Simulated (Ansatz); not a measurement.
# FeSi2: converged, but where?

System: FeSi2, a measured crystal structure (space group P4/mmm, primitive cell doubled); the cell holds 6 atoms. Source: COD entry 5910046; the sample's temperature and pressure aren't taken into account, and it need not be the stable phase.

Computed with Ansatz, DFT, r2SCAN, PAW, plane waves, scalar-relativistic.

```yaml
crystal:
  lattice:
    - [-2.69, 0.0, -5.08]
    - [0.0, -2.69, 0.0]
    - [-2.69, 0.0, 5.08]
  atoms:
    - { symbol: Fe, position: [0.0, 0.0, 0.0], spin: 1.6 }
    - { symbol: Fe, position: [0.5, 0.0, 0.5], spin: -1.6 }
    - { symbol: Si, position: [0.615, 0.5, 0.885] }
    - { symbol: Si, position: [0.115, 0.5, 0.385] }
    - { symbol: Si, position: [0.885, 0.5, 0.615] }
    - { symbol: Si, position: [0.385, 0.5, 0.115] }
magnetization:
  spin_polarized: true
hamiltonian:
  xc: r2scan
  pseudopotentials: { kind: paw }
basis:
  ecutwfc: 500
kpoints:
  mp_grid: { grid: [4, 7, 4] }
scf:
  occupations: { method: fermi_dirac, width: 0.05 }
  lower_state_search: "off"
output:
  forces: true
  stress: true
```

Time: 22 s on 2 threads of x86-64 server CPU (shared host), peak memory 0.7 GiB.

The end of the output:

```
SCF converged after 31 iterations
Magnetization: 0.0001 μB (24.0000 up, 24.0000 down)
Absolute magnetization: 0.4914 μB (∫|ρ↑−ρ↓|, with the PAW one-centre terms)
Spin contamination: 0.0516 ħ² per cell (⟨S²⟩ above its minimum at these occupations)
Per-site moments (μB) at R_I (Å): [(0.2044, 0.9673), (-0.2043, 0.9673), (-2.6662e-7, 0.9639), (-2.6662e-7, 0.9639), (-2.6662e-7, 0.9639), (-2.6662e-7, 0.9639)]
Free energy (F): -11529.323193 eV
Harris-Foulkes:  -11529.323193 eV  (|F-HF|=3.98e-9)
Internal energy: -11529.303798 eV  (E = F + TS)
E sigma→0 (E₀):  -11529.313496 eV
Entropy (-TS):   -0.019395 eV (-3.233 meV/atom)
Fermi energy:    14.501867 eV
--- Forces (eV/Å), atoms counted from 1 ---
  atom   1  Fe     0.00000000     0.00000000     0.00000000
  atom   2  Fe     0.00000000     0.00000000     0.00000000
  atom   3  Si    -0.00002237     0.00000000     0.09971961
  atom   4  Si     0.00002237     0.00000000     0.09971961
  atom   5  Si    -0.00002237     0.00000000    -0.09971961
  atom   6  Si     0.00002237     0.00000000    -0.09971961
--- Stress (GPa, compression-positive) ---
       -0.863742       0.000000       0.000000
        0.000000      -0.002301       0.000000
        0.000000       0.000000       1.728562
  P = ⅓ Tr σ = 0.2875 GPa (2.875 kbar)
```

The mesh is too coarse to rank close states of a metal with certainty: differences of some tens of meV/atom may change, at times in sign.

r2SCAN tends to overstate moments and magnetic energies in itinerant metals. A small moment in a metal is sensitive to the mesh and the smearing.

Site moments are taken inside atomic spheres and don't add up to the total.

Question: Has the SCF ended in the lowest solution? If not, by how much is it too high?

Answer: No, on this mesh. A state 2.2 meV/atom (0.013 eV per cell) lower exists in this cell: ferromagnetic, site moments Fe1 0.19, Fe2 0.19 μB, total 0.31 μB per cell, no gap on the k-mesh. It was reached from: parallel moments, default search for lower states [Fe1 4.00, Fe2 4.00 μB]; the moments in brackets, symmetry off, plain SCF [Fe1 0.80, Fe2 0.80 μB]. States within about 5 meV/atom are too close for this mesh, smearing and search to settle their order. This multiple of the primitive cell fits some opposed orders; other multiples fit others. “Lowest” means lowest among the runs made in this cell.
